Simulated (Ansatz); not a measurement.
The relaxed structure here is a generated cell of MoS2: the first start was made by placing the elements on the sites of a structure type, and the end was not matched to a known phase here, so it may be hypothetical. Known forms of MoS2 include space group No. 160, 194.

A relaxed cell of MoS2 (P4₂/mnm (No. 136)), relaxed on a k-mesh at least as fine as the one used below. Calculation: PBE (plane waves to 420 eV, PAW, scalar-relativistic; Ansatz, a program for electronic structure). Γ-centred k-mesh 6×6×5 on the run's cell (coarser than for final values), Fermi–Dirac smearing 0.05 eV.

```
CELL_PARAMETERS angstrom
      5.87179     0.00000     0.00000
      0.00000     5.87179     0.00000
      0.00000     0.00000     6.47125
ATOMIC_POSITIONS crystal
  Mo 0.50000 0.50000 0.25000
  Mo 0.50000 0.50000 0.75000
  Mo 0.00000 0.00000 0.00000
  Mo 0.00000 0.00000 0.50000
  S  0.78710 0.78710 0.25000
  S  0.78710 0.78710 0.75000
  S  0.28710 0.71290 0.00000
  S  0.28710 0.71290 0.50000
  S  0.71290 0.28710 0.00000
  S  0.71290 0.28710 0.50000
  S  0.21290 0.21290 0.25000
  S  0.21290 0.21290 0.75000
```

The atoms are displaced along an unstable phonon of this cell by (Å):

| atom | ux | uy | uz |
|---|---|---|---|
| Mo1 | 0.000 | 0.000 | -0.003 |
| Mo2 | 0.000 | 0.000 | 0.003 |
| Mo3 | 0.000 | 0.000 | -0.150 |
| Mo4 | 0.000 | 0.000 | 0.150 |
| S5 | 0.026 | 0.026 | 0.000 |
| S6 | -0.026 | -0.026 | 0.000 |
| S7 | -0.001 | 0.001 | -0.009 |
| S8 | 0.001 | -0.001 | 0.009 |
| S9 | 0.001 | -0.001 | -0.009 |
| S10 | -0.001 | 0.001 | 0.009 |
| S11 | -0.026 | -0.026 | 0.000 |
| S12 | 0.026 | 0.026 | 0.000 |

Problem. What forces (eV/Å) and pressure result?

Solution. 
```csv
atom,Fx,Fy,Fz
Mo1,0.00,0.00,-0.03
Mo2,0.00,0.00,0.04
Mo3,0.00,0.00,-0.02
Mo4,0.00,0.00,0.02
S5,0.20,0.20,0.00
S6,0.02,0.02,0.00
S7,0.03,-0.03,0.02
S8,0.04,-0.04,-0.02
S9,-0.03,0.03,0.02
S10,-0.04,0.04,-0.02
S11,-0.20,-0.20,0.00
S12,-0.02,-0.02,0.00
```

Pressure +0.6 GPa.

The undisplaced cell is probably no minimum: from this displacement the run went on to P-42₁m (No. 113), 0.03 eV/atom below it.

No spin polarisation in the result.
